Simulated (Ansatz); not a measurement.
Input and output for fcc Pt (111), 5 layers: DFT, PBE, all-electron LAPW, scalar-relativistic (Ansatz 0.2.0). This run: field of 0.2 V/Å along the normal.

The slab is cut from a bulk crystal relaxed on PAW files (its atoms may have been relaxed since).

Command: `ansatz run input.yaml --threads 2 --pin off --max-ram 4096MiB --backend cpu --events-out ev --progress --plain --runs-dir out` It took 89 s on 2 threads of Intel(R) Xeon(R) 6975P-C (Granite Rapids), with other jobs on the host, peak memory 1 GiB.

```yaml
crystal:
  lattice:
    - [2.8080030017, 0.0, 0.0]
    - [-1.4040015008, 2.4318019334, 0.0]
    - [0.0, 0.0, 25.1709]
  atoms:
    - { symbol: Pt, position: [0.8333333333, 0.1666666667, 0.3178295407] }
    - { symbol: Pt, position: [0.1666666667, 0.8333333333, 0.4097474799] }
    - { symbol: Pt, position: [0.5, 0.5, 0.50000002] }
    - { symbol: Pt, position: [0.8333333333, 0.1666666667, 0.5902524639] }
    - { symbol: Pt, position: [0.1666666667, 0.8333333333, 0.6821704957] }
kpoints:
  mp_grid: { grid: [13, 13, 1] }
scf:
  occupations: { method: fermi_dirac, width: 0.08 }
hamiltonian:
  xc: pbe
  pseudopotentials: { kind: all_electron, lapw: { basis_error: 0.001 } }
output:
  forces: true
  stress: true
  eigenvalues: true
efield:
  axis: 3
  amplitude: 0.2
  dipole_correction: true
```

Output:

```
LAPW: plane waves up to 8.359 Å⁻¹, error target 1.0e-3 eV per atom; small_component_spin mean_spin; Pt in spheres of 1.395 Å, 42 of its electrons in bands, Dirac shells [] (how accurate: hamiltonian.pseudopotentials.lapw.basis_error, Limitations)
Engine: ansatz 0.2.0
Pseudopotentials: kind: all_electron
Pseudopotential: Pt, LAPW, valence charge 42, lapw/all_electron/scalar/gaussian/Pt, Koelling and Harmon's equation, gaussian nucleus
Functional definition: PBE
  parameter kappa = 0.804
  parameter beta = 0.06672455060314922
  exchange = pbe_x(kappa = kappa, mu = beta*pi^2/3)
  correlation = pbe_c(beta = beta)
Crystal: 5 atoms, lattice volume = 171.880 Å³
Basis set: ecut = 266.23776426551433 eV, 1723 PW (Γ), exchange–correlation at level 2
Bands: 126, of which v1, the nominal top of the filled ones, is band 105 counted from 1 (104 counted from 0)
Symmetry: 6 space group operations
k-points: 21 of 169 (time reversal used)
Non-local potential: Pt, projectors of the file, none
Initial density: superposition of atomic densities (neutral atoms: chi_scale 0, normalization atom, screened)
Initial wavefunctions: plane waves of lowest kinetic energy (no species holds an atomic orbital)
Functional: x = pbe(κ = 0.804, μ = 0.2195149727645171), c = pbe(β = 0.06672455060314922)
iter 1 solved again at ethr=1.58e-3 eV; its pass at ethr=1.00e-1 eV (dr2=3.33e0 eV) is discarded
SCF iter   1: F=—  HF=-2504787.176660 eV  |F-HF|=—  |Δ(HF+E_count)|=         —  Δρ=2.32e-2  dr2=3.33e0  ethr=1.58e-3  p=0.090 e·Å  D=9.50e-2 V/Å  ΔV_dip=-2.39 eV  dr2_dipole=5.75e-3  V_vac-E_F(+/−)=5.62/3.63 eV  ⟨swp⟩=2.1  Hψ=16345  notcnv=0
efield: sawtooth ramp at fractional position 0.9500 (placed from the atoms, in the widest stretch of the axis that holds none; the zero of the levels goes with the place), width 0.1000; the density the first Hamiltonian is built on has a dipole p = 0.090 e·Å; the dipole correction subtracts the counter field D = 9.50e-2 V/Å, which shifts the + side's vacuum level by -2.39 eV against the − side's; the planar-averaged density in the ramp window peaks in size at 1.0e-6 e/Å³
preconditioner: auto → LDOS  [metal: Δε(μ)=0.004 eV  Ē_g=11.432 eV  σ=0.080 eV  W_gap=0.01  n_scr=76 (ndim 8)  ℏωp=20.0 eV  f_vac=0.527  D(μ)=10.82/eV (n_scr^D=128)  β→1.0]
SCF iter   2: F=—  HF=-2504786.709782 eV  |F-HF|=—  |Δ(HF+E_count)|=   4.67e-1  Δρ=9.89e-3  dr2=1.82e0  ethr=1.58e-3  p=0.093 e·Å  D=9.74e-2 V/Å  ΔV_dip=-2.45 eV  dr2_dipole=1.95e-3  V_vac-E_F(+/−)=6.49/4.56 eV  ⟨swp⟩=3.0  Hψ=8221  notcnv=0
SCF iter   3: F=—  HF=-2504785.533685 eV  |F-HF|=—  |Δ(HF+E_count)|=    1.18e0  Δρ=5.93e-3  dr2=5.51e-1  ethr=8.68e-4  p=0.092 e·Å  D=9.71e-2 V/Å  ΔV_dip=-2.44 eV  dr2_dipole=9.59e-4  V_vac-E_F(+/−)=6.43/4.49 eV  ⟨swp⟩=2.9  Hψ=7685  notcnv=0
SCF iter   4: F=—  HF=-2504785.440322 eV  |F-HF|=—  |Δ(HF+E_count)|=   9.34e-2  Δρ=2.24e-3  dr2=1.47e-1  ethr=2.62e-4  p=0.093 e·Å  D=9.74e-2 V/Å  ΔV_dip=-2.45 eV  dr2_dipole=1.21e-4  V_vac-E_F(+/−)=6.43/4.50 eV  ⟨swp⟩=2.0  Hψ=7794  notcnv=0
SCF iter   5: F=—  HF=-2504785.432177 eV  |F-HF|=—  |Δ(HF+E_count)|=         —  Δρ=8.98e-4  dr2=1.50e-2  ethr=7.00e-5  p=0.093 e·Å  D=9.76e-2 V/Å  ΔV_dip=-2.46 eV  dr2_dipole=1.15e-5  V_vac-E_F(+/−)=6.55/4.63 eV  ⟨swp⟩=2.0  Hψ=7748  notcnv=0
the basis was enlarged: its passes take 1.8 MiB over the memory plan, 2 of 2 planned eigensolver slots
iter 6 solved again at ethr=2.77e-7 eV; its pass at ethr=7.16e-6 eV (dr2=5.81e-4 eV) is discarded
SCF iter   6: F=—  HF=-2504785.431816 eV  |F-HF|=—  |Δ(HF+E_count)|=   3.62e-4  Δρ=4.44e-4  dr2=5.82e-4  ethr=2.77e-7  p=0.093 e·Å  D=9.75e-2 V/Å  ΔV_dip=-2.45 eV  dr2_dipole=1.83e-5  V_vac-E_F(+/−)=6.56/4.64 eV  ⟨swp⟩=2.0  Hψ=13200  notcnv=0
[... lines left out ...]
Levels:          The Fermi level and band energies are counted from a zero that moves with the ramp; work functions are not
--- Per-component energies (eV) ---
  E_band       = -20550.525367
  E_kinetic    = 2844431.124444
  E_xc         = -48465.928426
  E_efield     = -0.014010  (sawtooth field / dipole correction)
  E_electrostatic = -5300750.391941  (all electrons and nuclei)
  E_smearing   = -0.221809  (= −TS)
  E_closure    = 0.000000  (closes the sum)
  E_atoms      = -2504756.089155  (free atoms, spherical and without spin; not in F)
  Σ components = -2504785.431741   (vs F -2504785.431741, Δ=0.00e0)
  Basis errors (estimates in eV, not in F): energy 2.9e-4 per atom: plane waves 2.6e-4 (1.4e-4 summed), levels above the bands 1.1e-74, relativity 7.8e-8, radial functions 3.4e-5, core shells 8.2e-8; eigenvalues (radial functions only) 1.2e-6; not estimated: angular momenta, meshes, grids; target (lapw.basis_error) 1.0e-3; muffin-tin radii Pt 1.395 Å
--- Forces (eV/Å), atoms counted from 1 ---
  atom   1  Pt    -0.00000000    -0.00000000    -0.00960004
  atom   2  Pt    -0.00000000    -0.00000000     0.00209216
  atom   3  Pt    -0.00000000    -0.00000000     0.00502969
  atom   4  Pt     0.00000000     0.00000000    -0.00130618
  atom   5  Pt     0.00000000     0.00000000     0.00368079
  max |Σ_I F_I| component: 1.04e-4 eV/Å
--- Stress (GPa, compression-positive) ---
       -3.766461      -0.000000       0.000000
        0.000000      -3.766461       0.000000
        0.000000       0.000000       0.052054
  P = ⅓ Tr σ = -2.4936 GPa (-24.936 kbar)
--- Band table (eV; the first three rows and the last of 21) ---
  k-point 0: bands = ["-293.8156", "-293.8156", "-293.8107", "-293.7714", "-293.7714", "-293.7113", "-293.7113", "-293.7100", "-293.7100", "-293.7099", "-293.7087", "-293.6726", "-293.6726", "-293.6713", "-293.6713", "-293.3424", "-293.3424", "-293.3409", "-293.3409", "-293.2319", "-293.2319", "-293.2294", "-293.2294", "-293.2264", "-293.2247", "-89.0168", "-88.9138", "-88.9121", "-88.4698", "-88.4679", "-57.5662", "-57.5417", "-57.5417", "-57.5251", "-57.5190", "-57.5190", "-57.5053", "-57.4620", "-57.4607", "-57.4398", "-57.4386", "-57.4311", "-57.4311", "-57.4297", "-57.4297", "-57.4202", "-57.4191", "-57.4114", "-57.4114", "-57.4100", "-57.4100", "-57.0984", "-57.0969", "-57.0943", "-57.0928", "-56.9943", "-56.9943", "-56.9918", "-56.9918", "-56.9567", "-56.9567", "-56.9547", "-56.9547", "-56.9495", "-56.9477", "-43.3749", "-43.1608", "-43.0712", "-43.0712", "-43.0511", "-42.9747", "-42.9747", "-42.9689", "-42.9689", "-42.6195", "-42.6195", "-42.6175", "-42.6175", "-42.4818", "-42.4804", "-0.0763", "0.9442", "1.9807", "2.6173", "2.6583", "5.7060", "5.7607", "5.8511", "5.8511", "5.9492", "5.9492", "6.1361", "6.1361", "6.1652", "6.5085", "6.5085", "6.5368", "6.5368", "7.1600", "7.8360", "7.8360", "8.0256", "8.0256", "8.4974", "8.4974", "9.0794", "9.0794", "9.3029", "9.4111", "9.4111", "10.0105", "14.3693", "15.3611", "15.6511", "17.1501", "17.3491", "19.3764", "19.8786", "22.1060", "22.7727", "24.0269", "24.5838", "24.7141", "25.2297", "25.3986", "25.8450"]
  k-point 1: bands = ["-293.8156", "-293.8156", "-293.8107", "-293.7714", "-293.7714", "-293.7113", "-293.7113", "-293.7100", "-293.7100", "-293.7099", "-293.7087", "-293.6726", "-293.6726", "-293.6713", "-293.6713", "-293.3424", "-293.3424", "-293.3409", "-293.3409", "-293.2319", "-293.2319", "-293.2294", "-293.2294", "-293.2264", "-293.2247", "-89.0157", "-88.9127", "-88.9111", "-88.4688", "-88.4669", "-57.5661", "-57.5418", "-57.5417", "-57.5252", "-57.5190", "-57.5189", "-57.5052", "-57.4620", "-57.4606", "-57.4400", "-57.4388", "-57.4311", "-57.4311", "-57.4298", "-57.4297", "-57.4202", "-57.4190", "-57.4114", "-57.4113", "-57.4100", "-57.4100", "-57.0983", "-57.0969", "-57.0944", "-57.0930", "-56.9943", "-56.9942", "-56.9918", "-56.9918", "-56.9568", "-56.9568", "-56.9547", "-56.9547", "-56.9495", "-56.9477", "-43.3695", "-43.1637", "-43.0839", "-43.0761", "-43.0550", "-42.9901", "-42.9871", "-42.9792", "-42.9730", "-42.6373", "-42.6353", "-42.6240", "-42.6219", "-42.4800", "-42.4786", "0.1251", "1.1403", "2.1791", "2.8043", "2.8571", "5.5180", "5.5761", "5.7284", "5.9945", "6.0160", "6.0396", "6.0502", "6.1721", "6.2826", "6.4357", "6.4993", "6.6318", "6.6796", "6.8638", "7.6739", "7.6946", "8.0679", "8.0780", "8.3530", "8.4960", "8.5590", "9.0387", "9.0808", "9.4229", "10.1410", "11.0043", "14.5139", "15.4937", "15.7660", "17.2323", "17.4862", "19.5258", "19.9816", "22.2642", "22.9050", "24.3050", "24.8726", "24.9198", "25.4549", "25.5604", "26.0458"]
  k-point 2: bands = ["-293.8156", "-293.8156", "-293.8107", "-293.7714", "-293.7714", "-293.7113", "-293.7113", "-293.7100", "-293.7100", "-293.7099", "-293.7087", "-293.6726", "-293.6726", "-293.6713", "-293.6713", "-293.3424", "-293.3424", "-293.3409", "-293.3409", "-293.2319", "-293.2319", "-293.2294", "-293.2294", "-293.2264", "-293.2247", "-89.0126", "-88.9098", "-88.9083", "-88.4658", "-88.4639", "-57.5659", "-57.5419", "-57.5417", "-57.5257", "-57.5190", "-57.5189", "-57.5050", "-57.4618", "-57.4605", "-57.4404", "-57.4392", "-57.4313", "-57.4311", "-57.4299", "-57.4297", "-57.4200", "-57.4188", "-57.4114", "-57.4112", "-57.4100", "-57.4099", "-57.0981", "-57.0966", "-57.0949", "-57.0934", "-56.9943", "-56.9941", "-56.9918", "-56.9917", "-56.9570", "-56.9568", "-56.9550", "-56.9547", "-56.9493", "-56.9476", "-43.3547", "-43.1843", "-43.1076", "-43.0898", "-43.0722", "-43.0396", "-43.0221", "-42.9918", "-42.9843", "-42.6864", "-42.6843", "-42.6362", "-42.6342", "-42.4750", "-42.4738", "0.6967", "1.6820", "2.7104", "3.2950", "3.3906", "5.0616", "5.3081", "5.4258", "5.7126", "5.9253", "6.1329", "6.2707", "6.3068", "6.3988", "6.4154", "6.5889", "6.7026", "6.9270", "7.0870", "7.3234", "7.5736", "7.7091", "7.9121", "8.0689", "8.4960", "8.5096", "9.0796", "9.4526", "9.6098", "11.1109", "12.3826", "14.9369", "15.8520", "16.1427", "17.5321", "17.8955", "19.9639", "20.2803", "22.6732", "23.2175", "24.5115", "24.8437", "25.4052", "25.6084", "25.7713", "26.3463"]
  k-point 20: bands = ["-293.8156", "-293.8156", "-293.8107", "-293.7714", "-293.7714", "-293.7113", "-293.7113", "-293.7100", "-293.7100", "-293.7099", "-293.7087", "-293.6726", "-293.6726", "-293.6713", "-293.6713", "-293.3424", "-293.3424", "-293.3409", "-293.3409", "-293.2319", "-293.2319", "-293.2294", "-293.2294", "-293.2264", "-293.2247", "-88.9952", "-88.8936", "-88.8923", "-88.4493", "-88.4474", "-57.5650", "-57.5423", "-57.5422", "-57.5281", "-57.5189", "-57.5188", "-57.5039", "-57.4607", "-57.4594", "-57.4428", "-57.4416", "-57.4319", "-57.4317", "-57.4305", "-57.4303", "-57.4190", "-57.4178", "-57.4112", "-57.4110", "-57.4098", "-57.4097", "-57.0973", "-57.0966", "-57.0958", "-57.0951", "-56.9939", "-56.9938", "-56.9915", "-56.9913", "-56.9578", "-56.9576", "-56.9557", "-56.9555", "-56.9487", "-56.9469", "-43.3338", "-43.3026", "-43.2890", "-43.2163", "-43.1839", "-43.1695", "-43.1215", "-43.0915", "-43.0893", "-42.8527", "-42.8507", "-42.8090", "-42.8070", "-42.4486", "-42.4474", "3.9222", "3.9526", "4.2447", "4.4234", "4.6984", "4.8240", "4.8868", "5.0226", "5.2436", "5.7254", "5.8012", "5.9809", "6.5601", "6.5658", "6.7477", "6.7603", "7.4101", "7.5582", "7.8080", "7.9641", "8.7072", "8.9583", "9.1683", "9.2159", "9.3764", "13.1639", "13.9966", "14.4866", "14.5280", "14.9672", "15.4841", "15.9193", "16.9064", "17.0149", "17.5673", "17.9510", "19.2433", "19.2654", "20.5380", "20.7547", "20.9968", "21.4682", "22.2216", "22.5614", "22.6463", "23.1019"]
```

Next run (no relativity), as changes to the input before:

```diff
   xc: pbe
-  pseudopotentials: { kind: all_electron, lapw: { basis_error: 0.001 } }
+  pseudopotentials:
+    kind: all_electron
+    lapw: { basis_error: 0.001 }
+    relativity: none
 output:
   axis: 3
-  amplitude: 0.2
+  amplitude: 0
   dipole_correction: true
```

Command: `ansatz run input.yaml --threads 2 --pin off --max-ram 4096MiB --backend cpu --events-out ev --progress --plain --runs-dir out` It took 81 s on 2 threads of Intel(R) Xeon(R) 6975P-C (Granite Rapids) (shared host), peak memory 1 GiB.

Results part of the output:

```
SCF 1 converged in 11 iterations: F = -2358542.767736 eV  dr2 = 1.86e-8
SCF converged after 11 iterations
[... lines left out ...]
  k-point 2: bands = ["-296.2163", "-296.2163", "-296.2130", "-296.1854", "-296.1854", "-296.1506", "-296.1506", "-296.1505", "-296.1505", "-296.1463", "-296.1463", "-296.1211", "-296.1211", "-296.1211", "-296.1211", "-295.8025", "-295.8025", "-295.8025", "-295.8025", "-295.7072", "-295.7072", "-295.7072", "-295.7072", "-295.7016", "-295.7016", "-67.6974", "-67.6789", "-67.6788", "-67.6729", "-67.6631", "-67.6630", "-67.6571", "-67.6305", "-67.6305", "-67.6170", "-67.6170", "-67.6078", "-67.6078", "-67.6077", "-67.6077", "-67.5995", "-67.5995", "-67.5947", "-67.5947", "-67.5946", "-67.5946", "-67.2870", "-67.2870", "-67.2853", "-67.2853", "-67.2015", "-67.2015", "-67.2014", "-67.2014", "-67.1708", "-67.1708", "-67.1707", "-67.1707", "-67.1643", "-67.1643", "-65.5962", "-65.5127", "-65.4977", "-65.0968", "-65.0968", "-36.7708", "-36.5598", "-36.4270", "-36.3980", "-36.3710", "-36.3587", "-36.3171", "-36.2922", "-36.2727", "-36.0231", "-36.0226", "-35.9474", "-35.9474", "-35.9035", "-35.9010", "3.9806", "4.3180", "4.6207", "4.8847", "5.1563", "5.6294", "5.8032", "5.9176", "6.1812", "6.4477", "6.6061", "6.6280", "6.7536", "6.7669", "6.9208", "7.0391", "7.2229", "7.2425", "7.3910", "7.7520", "7.8648", "8.0753", "8.3369", "8.3796", "8.7422", "9.1772", "9.2907", "9.6773", "10.5849", "12.1682", "13.2761", "15.3014", "15.6957", "16.5465", "17.9616", "18.9644", "20.6642", "21.1209", "23.5388", "23.8206", "25.3274", "25.6529", "26.1315", "26.2128", "26.4971", "26.8233"]
  k-point 20: bands = ["-296.2163", "-296.2163", "-296.2130", "-296.1854", "-296.1854", "-296.1506", "-296.1506", "-296.1505", "-296.1505", "-296.1463", "-296.1463", "-296.1211", "-296.1211", "-296.1211", "-296.1211", "-295.8025", "-295.8025", "-295.8025", "-295.8025", "-295.7072", "-295.7072", "-295.7072", "-295.7072", "-295.7016", "-295.7016", "-67.6969", "-67.6792", "-67.6791", "-67.6742", "-67.6631", "-67.6630", "-67.6566", "-67.6299", "-67.6299", "-67.6183", "-67.6183", "-67.6081", "-67.6081", "-67.6080", "-67.6080", "-67.5990", "-67.5990", "-67.5946", "-67.5946", "-67.5945", "-67.5945", "-67.2866", "-67.2866", "-67.2862", "-67.2862", "-67.2013", "-67.2013", "-67.2012", "-67.2012", "-67.1712", "-67.1712", "-67.1711", "-67.1711", "-67.1640", "-67.1640", "-65.5200", "-65.4502", "-65.4499", "-65.0361", "-65.0361", "-36.7397", "-36.7150", "-36.6766", "-36.6286", "-36.5692", "-36.5588", "-36.4526", "-36.4381", "-36.4172", "-36.2625", "-36.2620", "-36.1993", "-36.1989", "-35.8707", "-35.8706", "4.5373", "4.6108", "4.9311", "5.0742", "5.3423", "5.4010", "5.4525", "5.7015", "5.9971", "6.3210", "6.4397", "6.5865", "6.9362", "6.9404", "7.2181", "7.2190", "7.7713", "7.9086", "8.1511", "8.2437", "8.9556", "9.1881", "9.4275", "9.4798", "9.6318", "15.3672", "15.9424", "16.6332", "17.1278", "17.5026", "17.8875", "18.4440", "18.6388", "19.0216", "19.1124", "19.6013", "20.4006", "21.2150", "21.5267", "21.9159", "22.1275", "22.3358", "22.7970", "23.0337", "23.2147", "23.2471"]
```
